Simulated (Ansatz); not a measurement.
The start is a relaxed Be cell displaced along its unstable phonon at q = (½, 0, 0) of its primitive reciprocal cell (100i cm⁻¹), largest move 0.15 Å. Cell shape, volume and atoms are optimised at zero target pressure with PBEsol (plane waves to 420 eV, PAW, scalar-relativistic; Ansatz, a quantum-chemistry and plane-wave program). The first steps use a coarse 9×18×18 k-mesh.

Input geometry:
```yaml
crystal:
  lattice:
    - [-2.49231, 2.49231, 2.49231]
    - [1.24615, -1.24615, 1.24615]
    - [1.24615, 1.24615, -1.24615]
  atoms:
    - { symbol: Be, position: [0.00000, 0.95744, 0.04256] }
    - { symbol: Be, position: [0.50000, 0.04256, 0.95744] }
```

Which atoms feel the largest initial force, and how large is it?

0.02 eV/Å, on Be1, Be2 (atoms numbered as listed).

How much energy is released per atom?

0.09 eV/atom.

Is the parent structure recovered?

It does not go back: it reaches P6₃/mmc (No. 194), hcp (Mg type), 0.10 eV/atom below the parent.

How do the shortest distances between atoms change?

The closest pairs of elements (up to four, under 3.6 Å), start → end: Be–Be 2.16 → 2.20 Å.

Give the final cell and atomic positions.


```cif
data_Be2
_chemical_formula_sum 'Be2'
_space_group_name_H-M_alt 'P63/mmc'
_space_group_IT_number 194
_space_group_name_Hall '-P 6c 2c'
_cell_length_a 2.25677
_cell_length_b 2.25677
_cell_length_c 3.55294
_cell_angle_alpha 90.000
_cell_angle_beta 90.000
_cell_angle_gamma 120.000
loop_
_atom_site_label
_atom_site_type_symbol
_atom_site_symmetry_multiplicity
_atom_site_Wyckoff_symbol
_atom_site_fract_x
_atom_site_fract_y
_atom_site_fract_z
_atom_site_occupancy
Be1 Be 2 c 0.33333 0.66667 0.25000 1
```

Final values are on a 23×23×13 k-mesh of the relaxed cell. No spin polarisation in the result.

The run could not lose the symmetry of its start.

Of the parent cell (Im-3m (No. 229)): it is a generated cell of Be: the first start was made by placing the elements on the sites of a structure type, and the end was not matched to a known phase here, so it may be hypothetical. Known forms of Be include space group No. 194.
